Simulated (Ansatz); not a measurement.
Al3GaN4: do energies and stresses tell the same story?

Method: Ansatz, DFT PBEsol, scalar-relativistic, plane waves, PAW.

Plane waves to 420 eV, a k mesh through Γ of 6×8×4 on the computed 8-atom cell and Gaussian smearing (0.02 eV); no spin polarisation.

Relaxed cell: Pm, a = 5.043 Å, b = 3.130 Å, c = 5.418 Å, α = 90.00°, β = 90.03°, γ = 90.00°, 8 atoms in the primitive cell. Whether it is the stable form of this composition wasn't checked.

Energies at zero smearing and pressures from the stress tensor, at volumes with shape and atoms relaxed:
```csv
V (Å³/atom),E − E(first) (meV/atom),P (GPa)
9.408,0.00,32.60
9.729,-54.93,22.54
10.050,-91.17,13.88
10.370,-111.31,6.43
10.691,-117.62,0.02
11.012,-112.00,-5.50
11.333,-96.14,-10.24
11.760,-61.46,-15.56
```

Check P = −dE/dV between neighbouring volumes, and get the bulk modulus from the pressures alone.

With 1 eV/Å³ = 160.2 GPa:
```
middle V (Å³/atom)  −ΔE/ΔV (GPa) mean P (GPa)
             9.569        27.440        27.568
             9.889        18.104        18.208
            10.210        10.060        10.156
            10.531         3.153         3.228
            10.852        -2.808        -2.737
            11.172        -7.922        -7.870
            11.547       -12.995       -12.900
```

The two differ by 0.13 GPa at most. The mean of two end pressures misses the average over a step by about ΔV² P″/12, up to 0.13 GPa here; with that taken off 0.01 GPa remains. Around V = 10.691 Å³/atom, the two neighbours give B = −V ΔP/ΔV = 10.691 × 11.93 / 0.641 = 198.8 GPa, against B0 = 197.8 GPa from the Birch–Murnaghan fit of the energies.